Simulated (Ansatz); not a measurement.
ZnCSb2, ordered on the zincblende lattice (I-42d) with 8 atoms a cell, relaxed with r2SCAN. It is tetragonal, I-42d (No. 122); conventional cell a = 5.671 Å, c = 10.645 Å, 21.39 Å³ an atom. Zn is surrounded by 4 Sb at 2.59 Å; Sb is surrounded by 2 C at 2.25 Å and 2 Zn at 2.59 Å; C is surrounded by 4 Sb at 2.25 Å.

```yaml
crystal:
  lattice:
    - [-2.83527, 2.83527, 5.32228]
    - [2.83527, -2.83527, 5.32228]
    - [2.83527, 2.83527, -5.32228]
  atoms:
    - { symbol: Zn, position: [0.00000, 0.00000, 0.00000] }
    - { symbol: Sb, position: [0.37500, 0.42591, 0.55091] }
    - { symbol: Zn, position: [0.75000, 0.25000, 0.50000] }
    - { symbol: Sb, position: [0.17591, 0.62500, 0.05091] }
    - { symbol: C, position: [0.50000, 0.50000, 0.00000] }
    - { symbol: Sb, position: [0.87500, 0.82409, 0.44909] }
    - { symbol: C, position: [0.25000, 0.75000, 0.50000] }
    - { symbol: Sb, position: [0.57409, 0.12500, 0.94909] }
```

3 runs of the PAW code Ansatz on this cell differ in the functional (and in the settings that go with it). Levels are in eV from each run's valence top; v1 is the last filled band, c1 the first empty one.

Run A, mean stress +2.0 GPa (compression positive):
```tsv
point	v2	v1	c1	c2
Γ	-0.13	0.00	0.15	0.80
X	-0.55	-0.55	0.58	0.58
P	-1.09	-1.09	1.31	1.31
```

Run B, mean stress 0.0 GPa (compression positive):
```tsv
point	v2	v1	c1	c2
Γ	-0.17	0.00	0.32	0.99
X	-0.62	-0.62	0.72	0.72
P	-1.18	-1.18	1.41	1.41
```

Run C, mean stress -0.5 GPa (compression positive):
```tsv
point	v2	v1	c1	c2
Γ	-0.14	0.00	0.86	1.36
X	-0.59	-0.59	1.15	1.15
P	-1.17	-1.17	1.85	1.85
```

Q: Match the runs to PBE, r2SCAN, HSE06.

A: A is PBE, B is r2SCAN, C is HSE06. In order of the gap: PBE 0.15, r2SCAN 0.32, HSE06 0.86 eV. The stress vanishes for r2SCAN, which relaxed the cell.

No spin polarisation and no zero-point or thermal motion; the cell was built from a prototype and may be hypothetical.

No spin-orbit coupling is included; it can move band edges with weight on the heavy atoms by tenths of an eV.

The stress of a hybrid is loosely converged in these runs.

The meshes of the hybrids are coarse, so their gaps aren't converged to the digits shown.
